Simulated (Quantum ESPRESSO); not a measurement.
Band energies of PbTe

```
PbTe
1.0
    0.00000     3.27089     3.27089
    3.27089     0.00000     3.27089
    3.27089     3.27089     0.00000
Te Pb
1 1
Cartesian
  0.00000   0.00000   0.00000
  3.27089   3.27089   3.27089
```

PBEsol (Quantum ESPRESSO, PseudoDojo norm-conserving, 80 Ry, with spin-orbit coupling); path ΓXWKΓLUWLK,UX; energies in eV from the valence-band maximum.

| k (1/Å) | point | band 30 | band 31 | band 32 | band 33 | band 34 | band 35 | band 36 | band 37 |
|---|---|---|---|---|---|---|---|---|---|
| 0.00 | Γ | -0.91 | 2.51 | 2.51 | 4.62 | 4.62 | 4.62 | 4.62 | 5.81 |
| 0.43 |  | -0.93 | 1.88 | 1.88 | 3.73 | 3.73 | 4.30 | 4.30 | 4.85 |
| 0.96 | X | -2.33 | 3.37 | 3.37 | 4.34 | 4.34 | 5.96 | 5.96 | 6.42 |
| 1.44 | W | -0.35 | 1.47 | 1.47 | 5.09 | 5.09 | 5.15 | 5.15 | 6.37 |
| 1.55 |  | -0.67 | 1.81 | 1.81 | 4.72 | 4.72 | 5.40 | 5.40 | 6.07 |
| 1.78 | K | -1.78 | 2.94 | 2.94 | 4.00 | 4.00 | 5.09 | 5.09 | 5.78 |
| 1.98 |  | -1.05 | 1.76 | 1.76 | 2.80 | 2.80 | 4.98 | 4.98 | 6.98 |
| 2.49 |  | -0.45 | 1.57 | 1.57 | 2.94 | 2.94 | 4.15 | 4.15 | 5.63 |
| 2.80 | Γ | -0.91 | 2.51 | 2.51 | 4.62 | 4.62 | 4.62 | 4.62 | 5.81 |
| 3.01 |  | -0.78 | 2.07 | 2.07 | 3.78 | 3.78 | 3.98 | 3.98 | 5.67 |
| 3.42 |  | -0.19 | 0.44 | 0.44 | 1.68 | 1.68 | 2.13 | 2.13 | 6.96 |
| 3.63 | L | 0.00 | 0.05 | 0.05 | 1.30 | 1.30 | 1.82 | 1.82 | 8.20 |
| 3.98 |  | -1.20 | 1.91 | 1.91 | 2.92 | 2.92 | 4.32 | 4.32 | 6.37 |
| 4.22 | U | -1.78 | 2.94 | 2.94 | 4.00 | 4.00 | 5.09 | 5.09 | 5.78 |
| 4.56 | W | -0.35 | 1.47 | 1.47 | 5.09 | 5.09 | 5.15 | 5.15 | 6.37 |
| 4.95 |  | -0.45 | 1.06 | 1.06 | 3.00 | 3.00 | 3.60 | 3.60 | 6.99 |
| 5.24 | L | 0.00 | 0.05 | 0.05 | 1.30 | 1.30 | 1.82 | 1.82 | 8.20 |
| 5.41 |  | -0.56 | 0.92 | 0.92 | 1.89 | 1.89 | 2.62 | 2.62 | 7.55 |
| 5.83 | K | -1.78 | 2.94 | 2.94 | 4.00 | 4.00 | 5.09 | 5.09 | 5.78 |
| 5.83 | U | -1.78 | 2.94 | 2.94 | 4.00 | 4.00 | 5.09 | 5.09 | 5.78 |
| 6.17 | X | -2.33 | 3.37 | 3.37 | 4.34 | 4.34 | 5.96 | 5.96 | 6.42 |

The PBEsol gap is direct, 0.05 eV at L.

So small a PBEsol gap in heavy elements may be inverted, where one-shot corrections to single bands mislead.

Geometry of the Materials Project entry, not relaxed at this level.
